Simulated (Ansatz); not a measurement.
**Relaxing a structure of GePd$_{2}$**

The relaxed structure here is a generated cell of GePd2: the first start was made by placing the elements on the sites of a structure type, and the end was not matched to a known phase here, so it may be hypothetical.

The start is a generated trial cell of GePd2 in the AFLOW prototype AB2_cF48_227_c_e (as in Ti2C). The cell and all atomic positions are relaxed at zero pressure with r2SCAN (plane waves to 500 eV, PAW, scalar-relativistic; Ansatz, a program for electronic structure).

Ansatz input (later rounds restart from its end on a renewed k-mesh):
Ansatz 0.2 input:
```yaml
crystal:
  lattice:
    - [0, 4.4833627, 4.4833627]
    - [4.4833627, 0, 4.4833627]
    - [4.4833627, 4.4833627, 0]
  atoms:
    - { symbol: Ge, position: [0.625, 0.625, 0.625] }
    - { symbol: Ge, position: [0.125, 0.625, 0.625] }
    - { symbol: Ge, position: [0.625, 0.125, 0.625] }
    - { symbol: Ge, position: [0.625, 0.625, 0.125] }
    - { symbol: Pd, position: [0.87, 0.87, 0.87] }
    - { symbol: Pd, position: [0.39, 0.87, 0.87] }
    - { symbol: Pd, position: [0.87, 0.39, 0.87] }
    - { symbol: Pd, position: [0.87, 0.87, 0.39] }
    - { symbol: Pd, position: [0.38, 0.38, 0.38] }
    - { symbol: Pd, position: [0.86, 0.38, 0.38] }
    - { symbol: Pd, position: [0.38, 0.86, 0.38] }
    - { symbol: Pd, position: [0.38, 0.38, 0.86] }
basis: { ecutwfc: 500, ecutrho_ratio: 4, xc_grid: 4, fft_grid_basis: typed }
kpoints: { mp_grid: { grid: [5, 5, 5] } }
hamiltonian:
  xc: r2scan
  dispersion: none
  pseudopotentials: { kind: paw }
scf: { occupations: { method: fermi_dirac, width: 0.05 } }
relax: { f_tol: 0.01, max_steps: 100, cell: { stress_tol: 0.02 } }
output: { forces: true, stress: true }
```

Problem. How large is the pressure on the unrelaxed cell, and of which sign?

Solution. +53 GPa (positive: the cell is compressed).

Problem. How does the volume change?

Solution. +9.3 %, from 15.02 to 16.42 Å³/atom.

Problem. Is the relaxed structure metallic? Give its gap.

Solution. No gap (metallic).

The space group stays Fd-3m (No. 227) (the run could not lower it); the end is AFLOW prototype AB2_cF48_227_c_e (as in Ti2C), with 12 atoms in the primitive cell. Final values are on a 7×7×7 k-mesh of the relaxed cell. No spin polarisation in the result.

The run could not lose the symmetry of its start: the end is stationary, and may be a saddle point rather than a minimum.
